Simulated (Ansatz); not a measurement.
# Al (fcc)

Level of theory: DFT, PBEsol, scalar-relativistic, no spin polarisation; plane waves to 420 eV with PAW datasets (Ansatz 0.2.0), Γ-centred 18×18×18 mesh, 0.05 eV Gaussian smearing; PAW files: Ansatz's generated set soft_2.

```
Al
1.0
     0.00000    2.00748    2.00748
     2.00748    0.00000    2.00748
     2.00748    2.00748    0.00000
Al
1
Cartesian
  0.0000 0.0000 0.0000
```

Path: Γ–X–U | K–Γ–L–W–X, with Γ = (0.000, 0.000, 0.000), X = (0.500, 0.000, 0.500), U = (0.625, 0.250, 0.625), K = (0.375, 0.375, 0.750), L = (0.500, 0.500, 0.500), W = (0.500, 0.250, 0.750) in reciprocal vectors of the calculation's cell.

**Question.** Is it a metal or an insulator, and if it has a gap, where are the band edges on this path?

**Answer.** A metal: bands cross the Fermi level.

Bands as a text map, energy in eV from the Fermi level (dashes), each leg drawn with the same width:
```
  4.86 |                                   *          * 
  4.57 |        *                                       
  4.29 |                                            *   
  4.00 |                                    *           
  3.71 |         *         *                         *  
  3.43 |     *                     *               *    
  3.14 |                  *                 *           
  2.86 |                                            *   
  2.57 |          *                          *    *     
  2.29 |                                                
  2.00 |                                                
  1.71 |           *                         *   * *    
  1.43 |                 **                   * *       
  1.14 |                                       *        
  0.86 |                            *             *     
  0.57 |      *     *                         *         
  0.29 |                                                
  0.00 |----------------**---------------------***------
 -0.29 |             ***                         *      
 -0.57 |                                        *       
 -0.86 |             *                         *  *     
 -1.14 |           **                         * *  *    
 -1.43 |         **   ***            *              **  
 -1.71 |       **                            *   *    **
 -2.00 |              **                     *    *     
 -2.29 |            **                             *    
 -2.57 |           *    *                   *       *   
 -2.86 |       ****                         *        ***
        Γ      X      UK       Γ       L       W       X
```

With 3 valence electrons in the calculation's cell and no magnetic order, the bands, two electrons each, can't all be full or empty: band theory demands a metal.
